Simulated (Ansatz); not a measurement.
In-113 nuclear quadrupole resonance in InSe

Cell: a computed structure from the Materials Project (it need not be an observed phase) whose atoms were relaxed with PBE, the cell held.

Space group P6_3/mmc (No. 194); a = 4.0417, c = 17.4284 Å, γ = 120.00°.

```csv
site,Wyckoff,site symmetry,x,y,z
In,4f,3m.,0.3333,0.6667,0.3306
Se,4f,3m.,0.3333,0.6667,0.5953
```

One atom of each set is listed.

All values are calculated (Ansatz; DFT, r2SCAN, plane waves and PAW, scalar-relativistic, 500 eV cutoff, Γ-centred 9×9×2 k-points, Fermi–Dirac smearing 0.05 eV), not measured.

In-113: I = 9/2, Q = 761.0 mb (year-2017 value). Static lattice, zero field.

Q: The simulated lines lie at 8.97, 17.9, 26.9, 35.9 MHz. What are |C_Q|, η and |V_zz| at In?

A: For I = 9/2 and η = 0 the lines are |C_Q|/24 times 1, 2, 3 and 4; η shifts the lowest up most. Here |C_Q| = 215 MHz, η = 0.00 and |V_zz| = 11.70 × 10²¹ V/m². The calculation gives V_zz negative; the lines don't show the sign. The site has 3 Se at 2.67 Å; also 1 In at 2.81 Å.

An axis of threefold or higher order runs through In, so V_zz lies along it and η is zero.

Without spin–orbit coupling (the program notes it for In) the gradients can shift somewhat, as the gap is small.
